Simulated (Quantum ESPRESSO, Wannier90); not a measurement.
## Tl (bcc (W type), model phase): Wannier90 run

Cell from Materials Project (mp-39), symmetrised, no further relaxation. This isn't the element's usual structure (hcp); take it as a model of another phase. Computed values, not measurements, from PBEsol: Quantum ESPRESSO (norm-conserving PseudoDojo potentials, cutoff 50 Ry, no spin polarisation, no spin-orbit coupling) on a Γ-centred 12×12×12 mesh, then Wannier90. Density: 16×16×16 mesh, cold smearing 0.01 Ry. Spin-orbit coupling is left out although heavy elements are present.

```
begin unit_cell_cart
ang
   -1.9559950000    1.9559950000    1.9559950000
    1.9559950000   -1.9559950000    1.9559950000
    1.9559950000    1.9559950000   -1.9559950000
end unit_cell_cart
mp_grid = 12 12 12
```

Which shells of neighbouring k-points and which b-vectors and weights does Wannier90 pick for this cell and mesh?


```
 *---------------------------------- K-MESH ----------------------------------*
 +----------------------------------------------------------------------------+
 |                    Distance to Nearest-Neighbour Shells                    |
 |                    ------------------------------------                    |
 |          Shell             Distance (Ang^-1)          Multiplicity         |
 |          -----             -----------------          ------------         |
 |             1                   0.189285                     12            |
 |             2                   0.267689                      6            |
 |             3                   0.327851                     24            |
 |             4                   0.378570                     12            |
 |             5                   0.423254                     24            |
 |             6                   0.463651                      8            |
 |             7                   0.500801                     48            |
 |             8                   0.535378                      6            |
       ... (lines left out)
 +----------------------------------------------------------------------------+
 | The b-vectors are chosen automatically                                     |
 | The following shells are used:                       1                     |
 +----------------------------------------------------------------------------+
 |                        Shell   # Nearest-Neighbours                        |
 |                        -----   --------------------                        |
 |                          1              12                                 |
 +----------------------------------------------------------------------------+
 | Completeness relation is fully satisfied [Eq. (B1), PRB 56, 12847 (1997)]  |
 +----------------------------------------------------------------------------+
 |                  b_k Vectors (Ang^-1) and Weights (Ang^2)                  |
 |                  ----------------------------------------                  |
 |            No.         b_k(x)      b_k(y)      b_k(z)        w_b           |
 |            ---        --------------------------------     --------        |
 |             1         0.133845    0.133845    0.000000     6.977635        |
 |             2         0.133845    0.000000    0.133845     6.977635        |
 |             3         0.000000    0.133845    0.133845     6.977635        |
 |             4        -0.133845   -0.133845    0.000000     6.977635        |
 |             5         0.000000   -0.133845    0.133845     6.977635        |
 |             6        -0.133845    0.000000    0.133845     6.977635        |
 |             7        -0.133845    0.000000   -0.133845     6.977635        |
 |             8         0.000000    0.133845   -0.133845     6.977635        |
 |             9        -0.133845    0.133845    0.000000     6.977635        |
 |            10         0.000000   -0.133845   -0.133845     6.977635        |
 |            11         0.133845    0.000000   -0.133845     6.977635        |
 |            12         0.133845   -0.133845    0.000000     6.977635        |
```
